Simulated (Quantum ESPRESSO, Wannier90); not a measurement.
**Tight-binding from DFT: CuI (wurtzite)**

Materials Project entry mp-569346; symmetrised, unrelaxed at this level. COD (Crystallography Open Database) has the formula in 3 space groups, this one among them (matched by group alone). Computed values, not measurements, from LDA: Quantum ESPRESSO (norm-conserving PseudoDojo potentials, cutoff 74 Ry, no spin polarisation, no spin-orbit coupling) on a Γ-centred 12×12×4 mesh, then Wannier90. Density: 12×12×6 mesh, cold smearing 0.01 Ry. A non-magnetic state is assumed, with no Hubbard U; filled 3d bands tend to lie too high at this level. Spin-orbit coupling is left out although heavy elements are present.

```
begin unit_cell_cart
ang
    4.2436999974    0.0000000000    0.0000000000
   -2.1218499987    3.6751520038    0.0000000000
    0.0000000000    0.0000000000    6.9883600000
end unit_cell_cart
mp_grid = 12 12 4
```

Neighbour vectors b of the finite-difference formula (Å⁻¹), by shell:

```json
[
 {"shell": "1", "b_x": "0.00000", "b_y": "0.14247", "b_z": "0.00000"},
 {"shell": "1", "b_x": "0.12338", "b_y": "0.07124", "b_z": "0.00000"},
 {"shell": "1", "b_x": "0.00000", "b_y": "-0.14247", "b_z": "0.00000"},
 {"shell": "1", "b_x": "0.12338", "b_y": "-0.07124", "b_z": "0.00000"},
 {"shell": "1", "b_x": "-0.12338", "b_y": "-0.07124", "b_z": "0.00000"},
 {"shell": "1", "b_x": "-0.12338", "b_y": "0.07124", "b_z": "0.00000"},
 {"shell": "2", "b_x": "0.00000", "b_y": "0.00000", "b_z": "0.22477"},
 {"shell": "2", "b_x": "0.00000", "b_y": "0.00000", "b_z": "-0.22477"}
]
```

Problem. Find the weights w_b from the completeness condition Σ_b w_b b_α b_β = δ_αβ.

Solution. Shell 1: Σ b_x² = 0.061, Σ b_y² = 0.061, Σ b_z² = 0.000 Å⁻²
Shell 2: Σ b_x² = 0.000, Σ b_y² = 0.000, Σ b_z² = 0.101 Å⁻²
Each of the three diagonal sums, weighted, has to give 1 and the off-diagonal ones 0, which holds for w_1 = 16.4 Å², w_2 = 9.90 Å². Check on xx: 16.42×0.061 + 9.90×0.000 = 1.00.

On this mesh the 10 functions of bands 17-26 (bands 17-26; start: atomic waves Cu 3d, conv_tol = 1.0e-6) end with spreads 2.6559, 1.9734, 1.9625, 2.0390, 2.0268, 2.6559, 1.9734, 1.9625, 2.0390, 2.0268 Å², Ω_I = 20.5556 Å² and Ω_D = 0.0611 Å².

Ω_total is the sum of the spreads, 21.315 Å². Ω_OD = Ω_total − Ω_I − Ω_D = 0.699 Å². Only (Ω_D + Ω_OD)/Ω_total = 3.6 % depends on the gauge, and another start could lower the total by that share at most. The rms radius is √(Ω_total/10) = 1.46 Å.
